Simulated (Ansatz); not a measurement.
AlAg:
```cif
data_Ag4Al4
_chemical_formula_sum 'Ag4 Al4'
_space_group_name_H-M_alt 'Cmcm'
_space_group_IT_number 63
_space_group_name_Hall '-C 2c 2'
_cell_length_a 2.87221
_cell_length_b 10.60676
_cell_length_c 4.54845
_cell_angle_alpha 90.000
_cell_angle_beta 90.000
_cell_angle_gamma 90.000
loop_
_space_group_symop_operation_xyz
  'x, y, z'
  '-x, -y, -z'
  '-x, -y, z+1/2'
  'x, y, -z+1/2'
  'x, -y, -z'
  '-x, y, z'
  '-x, y, -z+1/2'
  'x, -y, z+1/2'
  'x+1/2, y+1/2, z'
  '-x+1/2, -y+1/2, -z'
  '-x+1/2, -y+1/2, z+1/2'
  'x+1/2, y+1/2, -z+1/2'
  'x+1/2, -y+1/2, -z'
  '-x+1/2, y+1/2, z'
  '-x+1/2, y+1/2, -z+1/2'
  'x+1/2, -y+1/2, z+1/2'
loop_
_atom_site_label
_atom_site_type_symbol
_atom_site_symmetry_multiplicity
_atom_site_Wyckoff_symbol
_atom_site_fract_x
_atom_site_fract_y
_atom_site_fract_z
_atom_site_occupancy
Ag1 Ag 4 c 0.00000 0.33708 0.25000 1
Al1 Al 4 c 0.00000 0.07600 0.25000 1
```
(The calculation used a cell of 4 atoms; values per cell refer to that cell.)

Relaxed at zero pressure with the program Ansatz at the PBE level (PAW).

Question: The volume is lowered by 6 % and shape and atoms relax at that volume. What pressure results, and how do the axes share the change?

Answer: 5.9 GPa; a -1.7 %, b -2.6 %, c -1.8 %; the energy rises by 18 meV/atom.

Question: Give the new structure.

Answer: 
Space group Cmcm (No. 63); a = 2.823 Å, b = 10.328 Å, c = 4.468 Å, α = β = γ = 90.00°

```json
[
 {"atom": "Ag", "site": "4c", "symmetry": "m2m", "x": "0.0000", "y": "0.3347", "z": "0.2500"},
 {"atom": "Al", "site": "4c", "symmetry": "m2m", "x": "0.0000", "y": "0.0743", "z": "0.2500"}
]
```

The phase is kept; no other phase was compared at this pressure.

The start of the workflow was typed in or built on a structure type; neither database checked (COD, Materials Project) lists it. Its standing as an ambient phase is unchecked. The PBE relaxation kept the symmetry of its start; its stability against distortions is not shown here. No spin polarisation was allowed. Axis ratios of metals converge slowly with the k-mesh, so a and c are less sure than the volume.

Potentials: the later of the program's two PAW sets.
